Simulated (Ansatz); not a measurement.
ScTi₃C:
Space group Pm-3m (No. 221); a = 4.262 Å, b = 4.262 Å, c = 4.262 Å, α = 90.00°, β = 90.00°, γ = 90.00°

```
atom  site  symmetry       x       y       z
----  ----  --------  ------  ------  ------
Sc      1a      m-3m  0.0000  0.0000  0.0000
Ti      3c    4/mm.m  0.0000  0.5000  0.5000
C       1b      m-3m  0.5000  0.5000  0.5000
```

Relaxed with PBEsol in the plane-wave PAW code Ansatz. Indices refer to the conventional cell of Pm-3m, a = 4.2624 Å, b = 4.2624 Å, c = 4.2624 Å, α = 90.00°, β = 90.00°, γ = 90.00°.

Simulate the powder diffraction pattern (Co Kα, λ = 1.79026 Å; lines above 1 %) up to 2θ = 90°.

Simulated powder pattern, Co Kα, λ = 1.79026 Å (kinematic, ideal powder, no thermal factors, no anomalous dispersion; the 30 strongest lines at most, above 1 %, up to 2θ = 90°):

| 2θ (°) | d (Å) | I/Imax (%) | hkl |
|---|---|---|---|
| 24.25 | 4.262 | 2.5 | (100) |
| 42.66 | 2.461 | 100 | (111) |
| 49.67 | 2.131 | 59 | (200) |
| 72.88 | 1.507 | 34 | (220) |
| 88.30 | 1.285 | 34 | (311) |

The start of the workflow was typed in or built on a structure type; neither database checked (COD, Materials Project) lists it. Its standing as an ambient phase is unchecked. The cell was relaxed with PBEsol under the symmetry of its start; its stability against distortions is not shown here. No spin polarisation was allowed.

Potentials: the earlier of the program's two PAW sets. The files were generated under PBE; for other functionals the program regenerates the frozen cores, and for LDA and PBEsol the local potential too.
